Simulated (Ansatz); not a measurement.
NaI (rock salt)

```xyz
2
Lattice="0.0000 3.2013 3.2013 3.2013 0.0000 3.2013 3.2013 3.2013 0.0000" Properties=species:S:1:pos:R:3 pbc="T T T"
I      0.0000     0.0000     0.0000
Na     3.2013     3.2013     3.2013
```

The slice is a {100} plane (indices of the conventional cell) through the point (0.000, 0.000, 0.000) (fractional), spanned by u = [100] and v = [0 1 -1] in vectors of this cell: u (4.53 Å) and v (4.53 Å, at 90° to u). It covers one period; positions are fractions (u, v).

Level of theory: PBEsol (plane waves to 420 eV, PAW, scalar-relativistic; Ansatz, a quantum-chemistry and plane-wave program). k mesh 9×9×9. Near the nuclei the fields are pseudised (PAW); where an atom keeps semicore shells as valence, they peak there. NaI was relaxed with its symmetry unable to fall. Spin-orbit coupling is left out, though I is heavy.

Task: What is the ELF at the density minimum of the shortest I–Na line in this plane (3.20 Å)?

Result: 0.0.

Task: The ELF has a maximum in the middle third of the I–Na line. Where, and how high?

Result: 0.80, 1.4 Å from I.

Task: What is the valence density on the shortest I–Na line in this plane (3.20 Å), at its minimum between the atoms?

Result: 0.06 e/Å³.

Task: Sketch the electron localisation function (ELF) on this plane as a map.

Result: 
```
|xxx=*#%@@@#+:   :+#@@@%#*=xx|
|xxx+##%@@@#=:   :=#@@@%##+xx|
|x=+*#%%@@@#=.   .=#@@@%%#*+=|
|**##%%@@@%*-.   .-*%@@@%%##*|
|###%%@@@@#=.     .=#@@@@%%##|
|%%%%@@@@%+:       :+%@@@@%%%|
|@@@@@@@%+:         :+%@@@@@@|
|@@@@@@%+.           .+%@@@@@|
|@@@@%#+:    :===:    :+#%@@@|
|####*=:   .=*###*=.   :=*###|
|++==-.    =###x###=    .-==+|
|:::..    :*#xxxxx#*:    ..::|
|         =##xxxxx##=        |
|         =#xxxxxxx#=        |
|         =##xxxxx##=        |
|:::..    :*#xxxxx#*:    ..::|
|++==-.    =###x###=    .-==+|
|####*=:   .=*###*=.   :=*###|
|@@@@%#+:    :===:    :+#%@@@|
|@@@@@@%+.           .+%@@@@@|
|@@@@@@@%+:         :+%@@@@@@|
|%%%%@@@@%+:       :+%@@@@%%%|
|###%%@@@@#=.     .=#@@@@%%##|
|**##%%@@@%*-.   .-*%@@@%%##*|
|x=+*#%%@@@#=.   .=#@@@%%#*+=|
|xxx+##%@@@#=:   :=#@@@%##+xx|
|xxx=*#%@@@#+:   :+#@@@%#*=xx|
|xxxx*#%@@@#+:   :+#@@@%#*xxx|
```
Scale: ten equal steps from 0.01 (start of ' ') to 0.80 (end of '@'), in the order ' .:-=+*#%@'. Values: electron localisation function (ELF). The map has 28 points along u (one character each, u = 0 at the left) and 28 along v (v = 0 in the bottom row). Points within 0.5 Å of a nucleus are blanked (x), as the pseudised field means little there.
